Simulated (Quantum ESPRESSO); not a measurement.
```
S2Si
1.0
   -2.87469     4.91045     2.77435
    2.87469    -4.91045     2.77435
    2.87469     4.91045    -2.77435
Si S
2 4
Cartesian
  0.00000   0.00000   4.16153
  0.00000   0.00000   1.38718
  1.71653   3.77859   2.77435
  1.15816   1.13186   0.00000
  1.71653   6.04231   0.00000
  1.15816  -1.13186   2.77435
```
Geometry: a computed entry of the Materials Project; it was not checked against measured cells. It is SiS2 in Ibam; whether this form has been observed was not checked. Stability against distortions was not tested. Forces on the atoms reach 0.21 eV/Å at this level.

A lattice sum over point charges, one formal value an element (Si +4, S -2), with no Sternheimer factor, costs far less than a self-consistent run. Taken along the main axis of each site's self-consistent tensor, it gives:

```csv
site,"V along that axis, point charges (a.u.)"
"Si (atoms 1, 2)",0.067
"S (atoms 3, 4, 5, 6)",-0.116
```

How do the values of a PBE PAW density (pw.x of a modified build of Quantum ESPRESSO, JTH datasets) with the all-electron reconstruction of Petrilli and co-workers compare?


```json
[
 {"site": "Si", "Vzz, PAW (a.u.)": "-0.053", "PAW over point charges": "-0.8"},
 {"site": "S", "Vzz, PAW (a.u.)": "-1.277", "PAW over point charges": "11"}
]
```
Along that axis the sign differs on Si.  Cores are frozen. Against all-electron runs on small test molecules, this scheme's |Vzz| missed by −6 % on Si, −3 % on S.
